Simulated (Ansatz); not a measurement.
# TiAu (Pmma): electronic heat capacity from the density of states

Method: DFT PBEsol, scalar-relativistic, plane waves, PAW in Ansatz 0.2.0.

Plane waves to 420 eV, a k mesh through Γ of 10×14×8 on the computed 4-atom cell and Gaussian smearing (0.10 eV); collinear spin from starting moments 0.51 0.51 0 0 μB.

Relaxed cell: Pmma, a = 4.588 Å, b = 2.892 Å, c = 4.905 Å, α = 90.00°, β = 90.00°, γ = 90.00°, 4 atoms in the primitive cell. Whether it is the stable form of this composition wasn't checked.

The density of states at the Fermi level is 3.733 states/eV in the cell of 4 atoms (2 formula units; both spins, tetrahedra on a 15×21×12 mesh). The run ends with a moment of 1.17 μB a cell (largest on a site 0.47 μB), and the figure is for this state; a paramagnetic sample can have a quite different one. Another magnetic order, if the compound takes it, can change N(E_F) and the shape of the cell a good deal.

Question: What Sommerfeld coefficient does this give?

Answer: Per formula unit N(E_F) = 1.866 states/eV. γ = (π²/3) k_B² N(E_F) N_A = 2.357 mJ/(mol K²) per state/eV, so γ = 4.4 mJ/(mol K²), a mole of formula units. This is the bare band result: a measured γ of the same phase and magnetic order is as a rule larger by a factor 1 + λ from phonons and spin fluctuations. N(E_F) at one energy is sensitive to the mesh where the density of states has sharp peaks.

Spin-orbit coupling is left out, which matters for the bands of heavy elements.

Only this magnetic start was tried.

Cost: 1 run of about 6.9 core-minutes, on Intel Xeon Processor @ 2.50GHz (Skylake/Cascade Lake) (shared hosts).